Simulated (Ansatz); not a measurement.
Consider the following.

TiAl:
Space group Pm-3m (No. 221); a = b = c = 3.1563 Å, α = β = γ = 90.00°

| atom | site | symmetry | x | y | z |
|---|---|---|---|---|---|
| Ti | 1a | m-3m | 0.0000 | 0.0000 | 0.0000 |
| Al | 1b | m-3m | 0.5000 | 0.5000 | 0.5000 |

This is the PBEsol-relaxed structure.

Problem. All from the program Ansatz at the PBEsol level (PAW), unless another level is named. Estimate the bulk modulus (Birch–Murnaghan fit).

Solution. 118 GPa.

Problem. Give the highest zone-centre frequency.

Solution. 323 cm^-1.

The workflow started from a Materials Project entry (that database holds measured and hypothetical structures alike); the Crystallography Open Database copy checked does not list it. With Ti and Al taken as one species the cell has the higher symmetry Im-3m, so it may be an ordered model of a mixed-site phase. It is not the phase usual at ambient conditions (space group No. 123). Symmetry was held in the PBEsol relaxation. At this level the phase is dynamically unstable (imaginary phonons). No spin polarisation was allowed. As this level gives no gap, phonon frequencies hold no LO–TO term and depend on the k-mesh and smearing (Fermi–Dirac, 0.1 eV here).

Potentials: the later of the program's two PAW sets.
